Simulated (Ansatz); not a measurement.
TiO₂:
```
CELL_PARAMETERS angstrom
      5.11905     0.00000     0.00000
      0.00000     9.16956     0.00000
      0.00000     0.00000     5.43977
ATOMIC_POSITIONS crystal
  Ti 0.13797 0.37108 0.40478
  Ti 0.86203 0.62892 0.59522
  Ti 0.36203 0.62892 0.90478
  Ti 0.63797 0.37108 0.09522
  Ti 0.63797 0.12892 0.59522
  Ti 0.36203 0.87108 0.40478
  Ti 0.86203 0.87108 0.09522
  Ti 0.13797 0.12892 0.90478
  O  0.46470 0.26999 0.39074
  O  0.53530 0.73001 0.60926
  O  0.03530 0.73001 0.89074
  O  0.96470 0.26999 0.10926
  O  0.96470 0.23001 0.60926
  O  0.03530 0.76999 0.39074
  O  0.53530 0.76999 0.10926
  O  0.46470 0.23001 0.89074
  O  0.81578 0.01034 0.85154
  O  0.18422 0.98966 0.14846
  O  0.68422 0.98966 0.35154
  O  0.31578 0.01034 0.64846
  O  0.31578 0.48966 0.14846
  O  0.68422 0.51034 0.85154
  O  0.18422 0.51034 0.64846
  O  0.81578 0.48966 0.35154
```

Relaxed with PBEsol. Special points in fractions of this cell's reciprocal vectors: Γ (0.000, 0.000, 0.000); X (0.500, 0.000, 0.000); S (0.500, 0.500, 0.000); Y (0.000, 0.500, 0.000); Z (0.000, 0.000, 0.500); U (0.500, 0.000, 0.500); R (0.500, 0.500, 0.500); T (0.000, 0.500, 0.500).

**Question.** List the band energies nearest the valence-band maximum at these points for PBEsol in the plane-wave PAW code Ansatz.

**Answer.** In eV from the valence-band maximum; about four levels below and three above (degenerate sets whole), none deeper than 8.9 eV; points with the same levels are listed once.

```
k                    below                above
-  -----------------------  -------------------
Γ   -0.48 -0.25 -0.18 0.00  2.35 2.75 2.91 2.91
X  -0.62 -0.62 -0.19 -0.19  2.65 2.65 2.90 2.90
S  -0.30 -0.30 -0.30 -0.30  2.76 2.76 2.76 2.76
Y  -0.29 -0.29 -0.20 -0.20  2.50 2.50 2.84 2.84
Z  -0.66 -0.66 -0.61 -0.61  2.81 2.81 3.00 3.00
U  -0.69 -0.69 -0.69 -0.69  2.95 2.95 2.95 2.95
R  -0.53 -0.53 -0.53 -0.53  3.01 3.01 3.01 3.01
T  -0.53 -0.53 -0.53 -0.53  2.94 2.94 2.94 2.94
```

Space group Pbca. The PBEsol relaxation kept the symmetry of its start. The run is not spin-polarised.

Potentials: the earlier of the program's two PAW sets. The files were generated under PBE; for other functionals the program regenerates the frozen cores, and for LDA and PBEsol the local potential too.
